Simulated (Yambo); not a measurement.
CaC2 (space group C2/c, No. 15), G0W0@PBEsol in Yambo with this input:

```
rim_cut
gw0
dyson
el_el_corr
HF_and_locXC
ppa
em1d
RandQpts= 1000000
RandGvec= 1 Ry
EXXRLvcs= 82 Ry
VXCRLvcs= 328 Ry
Chimod= "HARTREE"
% BndsRnXp
 1 | 140 |
%
NGsBlkXp= 7 Ry
% LongDrXp
 1.0 | 1.0 | 1.0 |
%
PPAPntXp= 27.2114 eV
% GbndRnge
 1 | 140 |
%
GTermKind= "BG"
DysSolver= "n"
ExtendOut
```

On a 4×4×2 mesh, with wavefunctions cut at 82 Ry, the gap ((0.25, -0.25, 0) → (-0.5, -0.5, 0)) is 3.807 eV and the valence edge shifts by -0.901 eV.

**Question.** What happens with this change: 3 Ry block?

**Answer.** The gap falls by 0.261 eV, to 3.546 eV; the shift of the valence edge becomes -0.607 eV. Neither run is shown to be the converged limit.

Geometry of the Materials Project entry, not relaxed at this level; primitive cell a = b = 3.8997 Å, c = 7.3841 Å, α = β = 104.58°, γ = 64.51°.

The structure is a Materials Project entry; no match was found in the copy of COD used, and its stability was not checked.

A shift is the quasiparticle energy of the state minus its PBEsol energy.
